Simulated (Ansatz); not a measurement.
TiZn₃:
```xyz
4
Lattice="3.8781 0.0000 0.0000 0.0000 3.8781 0.0000 0.0000 0.0000 3.8781" Properties=species:S:1:pos:R:3 pbc="T T T"
Zn     0.0000     1.9391     1.9391
Zn     1.9391     0.0000     1.9391
Zn     1.9391     1.9391     0.0000
Ti     0.0000     0.0000     0.0000
```

Relaxed with r²SCAN. Special points in fractions of this cell's reciprocal vectors: Γ (0.000, 0.000, 0.000); X (0.000, 0.500, 0.000); M (0.500, 0.500, 0.000); R (0.500, 0.500, 0.500).

### Question
List the band energies nearest the Fermi level at these points for r²SCAN (plane waves, PAW; program Ansatz).

### Answer
In eV from the Fermi level; about four levels below and three above (degenerate sets whole), none deeper than 8.9 eV; … stands for higher levels left out; points with the same levels are listed once.

```json
[
 {"k": "Γ", "below": "-6.52 -6.52 -6.52 -0.70 -0.70", "above": "0.16 0.16 0.16"},
 {"k": "X", "below": "-6.45 -0.45 -0.45 -0.39", "above": "1.65 1.85 4.08"},
 {"k": "M", "below": "-5.62 -3.78 -3.78 -3.34", "above": "0.26 0.26 1.91"},
 {"k": "R", "below": "-2.45 -2.45 -2.45 -1.68 -1.68 -1.68", "above": "2.13 2.13 …"}
]
```

Space group Pm-3m (Cu3Au type). The workflow started from an entry of the Crystallography Open Database (COD). Its standing as an ambient phase is unchecked. The cell was relaxed with r²SCAN under the symmetry of its start; its stability against distortions is not shown here. The run is not spin-polarised.

Potentials: the later of the program's two PAW sets.
